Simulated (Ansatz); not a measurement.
Relaxed-ion elastic tensor of Sr$_{3}$Ti$_{2}$O$_{7}$ in space group I4/mmm (No. 139; Pearson symbol tI24) in GPa (Voigt order), DFT-r²SCAN in the program Ansatz with PAW potentials; density 5.05 g/cm³, 12.91 Å³ per atom.

|  | 1 | 2 | 3 | 4 | 5 | 6 |
|---|---|---|---|---|---|---|
| 1 | 293 | 81.6 | 91.4 | 0.0 | 0.0 | 0.0 |
| 2 | 81.6 | 293 | 91.4 | 0.0 | 0.0 | 0.0 |
| 3 | 91.4 | 91.4 | 273 | 0.0 | 0.0 | 0.0 |
| 4 | 0.0 | 0.0 | 0.0 | 83.1 | 0.0 | 0.0 |
| 5 | 0.0 | 0.0 | 0.0 | 0.0 | 83.1 | 0.0 |
| 6 | 0.0 | 0.0 | 0.0 | 0.0 | 0.0 | 102 |

Task: Is the crystal mechanically stable?

Result: Yes: the smallest eigenvalue of C is 83.1 GPa.

Task: Work out the Voigt, Reuss and Hill averages.

Result: K_V = 154, K_R = 154, K_H = 154; G_V = 93.2, G_R = 92.3, G_H = 92.7 GPa.

Task: Give Young's modulus, Poisson's ratio, Pugh's ratio and the universal anisotropy index.

Result: E = 9KG/(3K + G) = 232 GPa; ν = 0.25; K/G = 1.66 (near the Pugh limit of 1.75, no verdict); A_U = 5G_V/G_R + K_V/K_R − 6 = 0.05.

Task: Estimate the sound speeds and the Debye temperature.

Result: v_l = √((K + 4G/3)/ρ) = 7420 m/s, v_t = √(G/ρ) = 4290 m/s, mean 4760 m/s; Θ = (h/k)(3n/4πV)^(1/3) v_m = 604 K.

Task: How much does each axis shrink under pressure?

Result: Linear compressibilities β_i = Σ_j S_ij (j = 1 to 3): x 2.1, y 2.1, z 2.2 per TPa.

The workflow started from a Materials Project entry (that database holds measured and hypothetical structures alike); the Crystallography Open Database files this formula in space group No. 139, but the cells were not matched. Whether it is the stable phase at ambient conditions was not checked. The cell was relaxed with r²SCAN under the symmetry of its start; its stability against distortions is not shown here. The run is not spin-polarised.

Potentials: the later of the program's two PAW sets.
